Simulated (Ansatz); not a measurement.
An Ansatz (an electronic-structure program) run. Input:

Ansatz 0.2 input:
```yaml
crystal:
  lattice:
    - [0.0, 2.8366800668, 2.8366800668]
    - [2.8366800668, 0.0, 2.8366800668]
    - [2.8366800668, 2.8366800668, 0.0]
  atoms:
    - { symbol: Ge, position: [0.5, 0.5, 0.5] }
    - { symbol: Ge, position: [0.75, 0.75, 0.75] }
kpoints:
  mp_grid: { grid: [8, 8, 8] }
hamiltonian:
  xc: r2scan
  pseudopotentials: { kind: paw }
scf:
  occupations: { method: fixed }
elastic: { mode: relaxed_ion, stencil: two_point, amplitude: 0.005, f_tol: 0.0005 }
```

Output (shortened):

```
Pseudopotential: Ge, paw, valence charge 14
Functional definition: r2SCAN
Crystal: 2 atoms, lattice volume = 45.652 Å³
Basis set: ecut = 500 eV, 1139 PW (Γ), exchange–correlation on 120×120×120 points (64 copies of the dense FFT grid, shifted against one another)
Bands: 18, of which v1, the nominal top of the filled ones, is band 14 counted from 1 (13 counted from 0)
Symmetry: 48 space group operations
Space group: Fd-3m (ITA 227), of the structure as read, at distance tolerance 3.6e-5 Å
k-points: 29 of 512
SCF 1 converged in 8 iterations: F = -8605.805173 eV  dr2 = 9.75e-14
Crystal: 2 atoms, lattice volume = 45.652 Å³
SCF 2 converged in 2 iterations: F = -8605.805173 eV  dr2 = 8.22e-15
Crystal: 2 atoms, lattice volume = 45.424 Å³
Symmetry: 16 space group operations
k-points: 59 of 512
SCF 3 converged in 9 iterations: F = -8605.804721 eV  dr2 = 2.72e-15
Crystal: 2 atoms, lattice volume = 45.880 Å³
Basis set: ecut = 500 eV, 1211 PW (Γ), exchange–correlation on 120×120×120 points (64 copies of the dense FFT grid, shifted against one another)
SCF 4 converged in 6 iterations: F = -8605.804738 eV  dr2 = 2.46e-14
Crystal: 2 atoms, lattice volume = 45.652 Å³
Basis set: ecut = 500 eV, 1175 PW (Γ), exchange–correlation on 120×120×120 points (64 copies of the dense FFT grid, shifted against one another)
Symmetry: 8 space group operations
k-points: 95 of 512
SCF 5 converged in 9 iterations: F = -8605.804876 eV  dr2 = 2.05e-15
relax step   1: F+E_penalty+E_count = -8605.80487561 eV  Δ(F+E_penalty+E_count) = +0.000e0 eV  max|allowed force component| = 4.008e-2 eV/Å  Δτ_max = 0.0000 Å  (9 SCF iters, accepted)
Crystal: 2 atoms, lattice volume = 45.652 Å³
SCF 6 converged in 8 iterations: F = -8605.804944 eV  dr2 = 4.98e-14
relax step   2: F+E_penalty+E_count = -8605.80494356 eV  Δ(F+E_penalty+E_count) = -6.796e-5 eV  max|allowed force component| = 1.363e-3 eV/Å  Δτ_max = 0.0018 Å  (8 SCF iters, accepted)
Crystal: 2 atoms, lattice volume = 45.652 Å³
SCF 7 converged in 6 iterations: F = -8605.804944 eV  dr2 = 4.36e-15
relax step   3: F+E_penalty+E_count = -8605.80494364 eV  Δ(F+E_penalty+E_count) = -7.869e-8 eV  max|allowed force component| = 4.372e-8 eV/Å  Δτ_max = 0.0001 Å  (6 SCF iters, accepted)
Crystal: 2 atoms, lattice volume = 45.652 Å³
SCF 8 converged in 2 iterations: F = -8605.804944 eV  dr2 = 1.31e-16
Crystal: 2 atoms, lattice volume = 45.652 Å³
SCF 9 converged in 9 iterations: F = -8605.804876 eV  dr2 = 1.94e-15
relax step   1: F+E_penalty+E_count = -8605.80487561 eV  Δ(F+E_penalty+E_count) = +0.000e0 eV  max|allowed force component| = 4.008e-2 eV/Å  Δτ_max = 0.0000 Å  (9 SCF iters, accepted)
Crystal: 2 atoms, lattice volume = 45.652 Å³
SCF 10 converged in 8 iterations: F = -8605.804944 eV  dr2 = 4.86e-14
relax step   2: F+E_penalty+E_count = -8605.80494364 eV  Δ(F+E_penalty+E_count) = -6.803e-5 eV  max|allowed force component| = 1.248e-6 eV/Å  Δτ_max = 0.0017 Å  (8 SCF iters, accepted)
Crystal: 2 atoms, lattice volume = 45.652 Å³
SCF 11 converged in 2 iterations: F = -8605.804944 eV  dr2 = 9.56e-15
SCF converged after 2 iterations
Free energy (F): -8605.805173 eV
Harris-Foulkes:  -8605.805173 eV  (|F-HF|=5.46e-12)
Internal energy: -8605.805173 eV  (E = F + TS)
E sigma→0 (E₀):  -8605.805173 eV
Fermi energy:    8.270355 eV
--- Per-component energies (eV) ---
  E_band       = -320.304765
  E_kinetic    = 221.993085
  E_local      = -4955.990291  (includes V_loc(G=0)·N_el)
  E_nonlocal   = 840.022843
  E_hartree    = 2176.608972
  E_xc         = -138.187744
  E_vxc        = -135.790965  (∫ρ·V_xc dr)
  E_paw        = -4068.306277  (= ΣΔE_a)
  E_vpaw       = -651.382322  (= ΣTr[D̂ρ^β])
  E_aug_tail   = 0.000037  (compensation charges beyond the density's cutoff)
  E_vtau       = 7.624898  (kinetic-family band-sum trace: ∫τ·v_τ [+ j·A + Jᵃ·Aᵃ] dr)
  E_ewald      = -2679.774267
  E_core_change = -2.171532  (= ΣΔE_core)
  E_smearing   =  0.000000  (= −TS)
  E_closure    =  0.000000  (closes the sum)
  Σ components = -8605.805173   (vs F -8605.805173, Δ=0.00e0)
--- Forces (eV/Å), atoms counted from 1 ---
  atom   1  Ge     0.00000000     0.00000000     0.00000000
  atom   2  Ge     0.00000000     0.00000000     0.00000000
  max |Σ_I F_I| component: 4.63e-17 eV/Å
--- Stress (GPa, compression-positive) ---
        0.004175       0.000000       0.000000
        0.000000       0.004175       0.000000
        0.000000       0.000000       0.004175
  P = ⅓ Tr σ = 0.0042 GPa (0.042 kbar)
--- Band table (eV; the first three rows and the last of 29) ---
  k-point 0: bands = ["-17.1347", "-17.1347", "-17.1347", "-17.0958", "-17.0958", "-16.8802", "-16.8802", "-16.8802", "-16.8620", "-16.8620", "-4.9643", "8.2704", "8.2704", "8.2704", "8.6341", "10.9929", "10.9929", "10.9929"]
  k-point 1: bands = ["-17.1429", "-17.1429", "-17.1321", "-17.0841", "-17.0841", "-16.8909", "-16.8909", "-16.8832", "-16.8532", "-16.8532", "-4.7660", "5.9292", "7.9226", "7.9226", "9.5616", "11.4602", "11.4602", "12.0367"]
  k-point 2: bands = ["-17.1533", "-17.1533", "-17.1258", "-17.0663", "-17.0663", "-16.9041", "-16.9041", "-16.8906", "-16.8436", "-16.8436", "-4.1908", "3.4539", "7.3504", "7.3504", "9.1977", "12.1293", "12.1293", "14.3286"]
  k-point 28: bands = ["-17.1836", "-17.1836", "-17.0372", "-17.0372", "-16.9847", "-16.9847", "-16.9516", "-16.9516", "-16.8101", "-16.8101", "-0.8075", "-0.8075", "4.2571", "4.2571", "12.9374", "12.9374", "13.3282", "13.3282"]
--- Elastic constants: 2 strain directions × 2 members + reference (group order 48) ---
  dense FFT box of the reference and of every strained cell: 30×30×30
  strains applied: 11, 23; error gains: componentwise 1.00 (the most a stress slope's error grows in a printed constant), spectral 1.73 (1 for all six strains …
  C = ∂σ_k/∂η_j (tension-positive GPa; Voigt order 11 22 33 23 13 12):
       127.355     43.961     43.961      0.000      0.000      0.000
        43.961    127.355     43.961      0.000      0.000      0.000
        43.961     43.961    127.355      0.000      0.000      0.000
         0.000      0.000      0.000     67.462      0.000      0.000
         0.000      0.000      0.000      0.000     67.462      0.000
         0.000      0.000      0.000      0.000      0.000     67.462
  reference stress σ⁰ (GPa):     -0.004     -0.004     -0.004      0.000      0.000      0.000
  moduli (Voigt/Reuss/Hill, GPa): K = 71.76/71.76/71.76   G = 57.16/54.09/55.62   E = 132.61   ν = 0.192
  mechanically stable: yes (min eigenvalue of sym C = 67.46 GPa)
  strain η (Voigt 11):  stress-route row diagonal C_11 = 127.35 GPa, energy-path curvature d²(F+E_count+ΔE)/dδ²/Ω₀ = 127.37 GPa
         δ    σ_11 (GPa)             F (eV)   n_scf  n_hpsi   n_pw
    -5.000e-3      -0.6454       -8605.8047212       9   21372   1170   relax 0 steps, max|allowed force component| 6.94e-18 eV/Å
     5.000e-3       0.6281       -8605.8047382       6   17020   1211   relax 0 steps, max|allowed force component| 6.94e-18 eV/Å
  strain η (Voigt 23):  stress-route row diagonal C_44 = 67.46 GPa, energy-path curvature d²(F+E_count+ΔE)/dδ²/Ω₀ = 67.48 GPa
         δ    σ_23 (GPa)             F (eV)   n_scf  n_hpsi   n_pw
    -5.000e-3      -0.3373       -8605.8049436       2   14293   1177   relax 3 steps, max|allowed force component| 4.37e-8 eV/Å
     5.000e-3       0.3373       -8605.8049436       2   14420   1177   relax 2 steps, max|allowed force component| 1.25e-6 eV/Å
```

Cost: about 50 core-seconds (a rough figure) on shared cores.

The r²SCAN relaxation kept the symmetry of its start; phonons on a q-mesh show no instability. Scalar-relativistic: spin–orbit coupling is off unless named, which matters more the heavier the elements.

Potentials: the later of the program's two PAW sets.

Ansatz is a plane-wave DFT program.
